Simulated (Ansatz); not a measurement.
input.yaml (Ansatz)

```yaml
crystal:
  lattice:
    - [3.0785916381, 0.0, 0.0]
    - [0.0, 3.0785916381, 0.0]
    - [0.0, 0.0, 3.0785916381]
  atoms:
    - { symbol: Sb, position: [0.0, 0.0, 0.0] }
hamiltonian:
  xc: lda
  pseudopotentials:
    kind: paw
    azcp:
      Sb: "pseudopotentials/Sb.paw.azcp"
basis:
  ecutwfc: 420
  fft_grid_basis: typed
kpoints:
  mp_grid: { grid: [12, 12, 12], shift: [0, 0, 0] }
magnetization:
  spin_polarized: false
scf:
  occupations: { method: fermi_dirac, width: 0.1 }
  lower_state_search: "off"
output:
  stress: true
  write_density: true
  write_potential: true
  elf: true
  volumetric_format: npy
```

Terminal output

```
Warning: the record states the generating functional pbe (its physics header spells it `PBE`), which answers neither for hamiltonian.xc's functional nor for the lda family's — results may be inconsistent (PPs are generated against a specific XC)
Engine: ansatz 0.2.0, x86_64-unknown-linux-gnu
Pseudopotentials: kind: paw
Pseudopotential: Sb, paw, valence charge 15, recommended cutoff 420 eV (normal) 
Functional definition: SPW92
  exchange = slater_x
  correlation = pw_c
Crystal: 1 atoms, lattice volume = 29.178 Å³
Basis set: ecut = 420 eV, 587 PW (Γ)
Bands: 12, of which v1, the nominal top of the filled ones, is band 8 counted from 1 (7 counted from 0)
Symmetry: 48 space group operations
Space group: Pm-3m (ITA 221), of the structure as read, at distance tolerance 3.1e-5 Å
k-points: 84 of 1728
Non-local potential: Sb, projectors of the file, l = 0: 2, l = 1: 2, l = 2: 2, l = 3: 2
PAW form: soft (Blöchl's): semilocal exchange-correlation on the pseudo side does not see the compensation charge
PAW frozen core: Sb, regenerated for the run's functional, and the local potential with it (the file was generated under x = pbe(κ = 0.804, μ = 0.2195149727645171), c = pbe(β = 0.06672455060314922))
PAW one-centre angular grid: Sb, 590 points (default); XC on 64 Gauss nodes
Initial density: superposition of atomic densities (neutral atoms: chi_scale 0, normalization atom), corrected by the library's trained network
Initial wavefunctions: pseudopotential atomic-orbital guess
Functional: x = slater, c = lda
SCF iter   1: F=—  HF=-6335.786592 eV  |F-HF|=—  |Δ(HF+E_count)|=         —  Δρ=6.12e-3  dr2=4.12e-3  ethr=1.77e-3  ⟨swp⟩=5.2  Hψ=5971  notcnv=0
SCF iter   2: F=—  HF=-6335.784163 eV  |F-HF|=—  |Δ(HF+E_count)|=   2.43e-3  Δρ=3.51e-3  dr2=1.41e-3  ethr=2.74e-5  ⟨swp⟩=1.8  Hψ=1796  notcnv=0
SCF iter   3: F=—  HF=-6335.783597 eV  |F-HF|=—  |Δ(HF+E_count)|=   5.65e-4  Δρ=4.82e-4  dr2=3.48e-5  ethr=9.39e-6  ⟨swp⟩=2.0  Hψ=1413  notcnv=0
SCF iter   4: F=—  HF=-6335.783601 eV  |F-HF|=—  |Δ(HF+E_count)|=   3.27e-6  Δρ=4.67e-4  dr2=3.57e-5  ethr=2.32e-7  ⟨swp⟩=2.0  Hψ=1630  notcnv=0
SCF iter   5: F=—  HF=-6335.783584 eV  |F-HF|=—  |Δ(HF+E_count)|=   1.69e-5  Δρ=2.55e-4  dr2=1.04e-5  ethr=2.32e-7  ⟨swp⟩=2.0  Hψ=1555  notcnv=0
SCF iter   6: F=—  HF=-6335.783577 eV  |F-HF|=—  |Δ(HF+E_count)|=   6.34e-6  Δρ=7.36e-5  dr2=8.60e-7  ethr=6.92e-8  ⟨swp⟩=2.3  Hψ=1526  notcnv=0
SCF iter   7: F=-6335.783577 eV  HF=-6335.783577 eV  |F-HF|=8.97e-9  |Δ(HF+E_count)|=   5.29e-7  Δρ=8.83e-6  dr2=8.94e-9  ethr=6.67e-10  ⟨swp⟩=7.5  Hψ=6420  notcnv=0
SCF 1 converged in 7 iterations: F = -6335.783577 eV  dr2 = 8.94e-9
SCF converged after 7 iterations
Free energy (F): -6335.783577 eV
Harris-Foulkes:  -6335.783577 eV  (|F-HF|=8.97e-9)
Internal energy: -6335.761358 eV  (E = F + TS)
E sigma→0 (E₀):  -6335.772467 eV
Entropy (-TS):   -0.022219 eV (-22.219 meV/atom)
Fermi energy:    10.054681 eV
--- Per-component energies (eV) ---
  E_band       = -166.158985
  E_kinetic    = 208.335938
  E_local      = -1558.644696  (includes V_loc(G=0)·N_el)
  E_nonlocal   = 366.215038
  E_hartree    = 705.197974
  E_xc         = -138.025323
  E_vxc        = -97.525916  (∫ρ·V_xc dr)
  E_paw        = -4426.408388  (= ΣΔE_a)
  E_vpaw       = -494.939131  (= ΣTr[D̂ρ^β])
  E_aug_tail   = -0.000002  (compensation charges beyond the density's cutoff)
  E_ewald      = -1492.990723
  E_core_change = 0.558824  (= ΣΔE_core)
  E_smearing   = -0.022219  (= −TS)
  E_closure    = -0.000000  (closes the sum)
  Σ components = -6335.783577   (vs F -6335.783577, Δ=0.00e0)
--- Stress (GPa, compression-positive) ---
       -2.089359       0.000000       0.000000
        0.000000      -2.089359       0.000000
        0.000000       0.000000      -2.089359
  P = ⅓ Tr σ = -2.0894 GPa (-20.894 kbar)
--- Band table (eV; the first three rows and the last of 84) ---
  k-point 0: bands = ["-19.1159", "-19.1159", "-18.9209", "-18.9209", "-18.9209", "-2.6118", "13.2671", "13.2671", "13.2671", "17.2544", "17.2544", "18.2847"]
  k-point 1: bands = ["-19.1154", "-19.1046", "-18.9241", "-18.9241", "-18.9206", "-2.5092", "12.0492", "13.3685", "13.3685", "17.3399", "17.8631", "19.1560"]
  k-point 2: bands = ["-19.1141", "-19.0736", "-18.9331", "-18.9331", "-18.9199", "-2.2051", "9.9826", "13.6619", "13.6619", "17.5956", "18.2438", "21.6118"]
  k-point 83: bands = ["-19.0237", "-19.0237", "-19.0237", "-18.8438", "-18.8438", "5.3945", "8.3357", "8.3357", "8.3357", "14.9282", "14.9282", "14.9282"]
```
